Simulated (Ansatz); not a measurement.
Values for one crystal, relaxed and computed with the program Ansatz at the PBEsol level (PAW); other levels are named.

- Volume per atom: 14.90 Å³
- Electronic character: metallic (no gap)
- Gap with spin–orbit coupling: none (metallic)
- Formation energy from the elements (no fitted shifts): -0.29 eV/atom
- Pressure derivative B′: 4.8
- Bulk modulus (Birch–Murnaghan fit): 301 GPa
- Highest zone-centre frequency: 23.5 meV

Problem. Pick the material that matches.
A. MoPt, L1₀ or tetragonal B2
B. Bi2Mo, C2/m (Mo on 4i, Bi on 4i, Bi on 4i)
C. ZrMo, CsCl type
D. AlPt, rock salt

Solution. A, MoPt, L1₀ or tetragonal B2

Space group P4/mmm (L1₀ or tetragonal B2). The start of the workflow was typed in or built on a structure type; neither database checked (COD, Materials Project) lists it. Its standing as an ambient phase is unchecked. The cell was relaxed with PBEsol under the symmetry of its start; whether a distortion lowers the energy is not shown. The run is not spin-polarised. The references are the lowest solids computed at this level, not always the standard phases. Spin–orbit coupling is left out wherever it is not named.

Potentials: the earlier of the program's two PAW sets. The files were generated under PBE; for other functionals the program regenerates the frozen cores, and for LDA and PBEsol the local potential too.
